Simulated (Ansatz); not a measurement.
**How the vibrations of Ta₂Si change with volume**

Method: DFT LDA, scalar-relativistic, plane waves, PAW in Ansatz. Settings: 420 eV plane-wave cutoff, Γ-centred 10×10×10 mesh, Fermi-Dirac smearing of 0.15 eV. No spin polarisation. Phonons by linear response, acoustic sum rule imposed.

Equilibrium structure at this level:
```yaml
crystal:
  lattice:
    - [-3.04674, 3.04674, 2.50526]
    - [3.04674, -3.04674, 2.50526]
    - [3.04674, 3.04674, -2.50526]
  atoms:
    - { symbol: Ta, position: [0.66243, 0.83757, 0.50000] }
    - { symbol: Ta, position: [0.83757, 0.33757, 0.17515] }
    - { symbol: Ta, position: [0.33757, 0.16243, 0.50000] }
    - { symbol: Ta, position: [0.16243, 0.66243, 0.82485] }
    - { symbol: Si, position: [0.25000, 0.25000, 0.00000] }
    - { symbol: Si, position: [0.75000, 0.75000, 0.00000] }
```

In a metal, frequencies depend on the k mesh and the smearing, soft modes most. Spin–orbit coupling is left out, which can shift energies with elements as heavy as these.

Cells at 0.98 and 1.02 times the equilibrium volume were relaxed in shape and atoms; γ = −d ln ν / d ln V, modes matched by rank.

Question: Give the optical frequencies at Γ (cm⁻¹) at the three volumes and the mode Grüneisen parameters.

Answer:
```
0.98 V    V  1.02 V     γ  degeneracy
   118  113     109  1.90           1
   119  115     111  1.85           2
   121  117     114  1.59           2
   163  158     153  1.67           1
   173  166     160  1.88           1
   173  167     160  1.91           1
   173  168     164  1.38           1
   322  313     304  1.47           1
   418  406     395  1.43           2
   437  425     412  1.49           2
   455  439     424  1.76           1
```

Question: What pressures hold the two strained cells, and what bulk modulus follows?

Answer: 4.95 GPa at 0.98 V and -4.47 GPa at 1.02 V, so B = −dP/d ln V ≈ 236 GPa.